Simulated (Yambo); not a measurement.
A G0W0@PBEsol run in Yambo for a free-standing ZrNBr monolayer (symmetry P-3m1, slab cell 22.1 Å high) (6×6×1 Γ-centred k mesh, bands 3 to 131 and a 6 Ry block in the screening, 131 bands in G with the Bruneval-Gonze terminator, plasmon pole fitted at 27.2 eV, slab-truncated Coulomb interaction, stochastic integration of W near q = 0) gives these matrix elements, in eV, at the band edges (Γ → K):

```json
[
 {"state": "valence edge", "E0": "0.000", "<Vxc>": "-15.880", "<Σx>": "-18.664", "<Σc(E0)>": "2.488", "Z": "0.780"},
 {"state": "conduction edge", "E0": "1.674", "<Vxc>": "-14.311", "<Σx>": "-9.668", "<Σc(E0)>": "-3.287", "Z": "0.804"}
]
```

### Question
Solve the linearised quasiparticle equation for both states, give the gap, and say how exchange and correlation each act on it.

### Answer
E = E0 + Z(Σx + Σc − Vxc). Valence: 0.000 + 0.780 × (-18.664 + (2.488) − (-15.880)) = -0.23 eV. Conduction: 1.674 + 0.804 × (-9.668 + (-3.287) − (-14.311)) = 2.76 eV. The gap is 3.00 eV, against 1.67 eV in PBEsol. Replacing Vxc by bare exchange alone would open it by 7.43 eV; correlation takes back 5.77 eV of that, and Z scales what is left. Nearest settings tried, and what they do to the gap: 88 bands in W, 88 bands in G: +46 meV. Not varied: block, mesh, cell height. So the settings aren't converged at that level. Spin-orbit splittings are left out.

Geometry relaxed with PBEsol; primitive cell a = b = 3.6218 Å, c = 22.1000 Å, α = β = 90.00°, γ = 120.00°.

This is a model layer cut from the bulk structure; whether it is stable on its own was not checked.
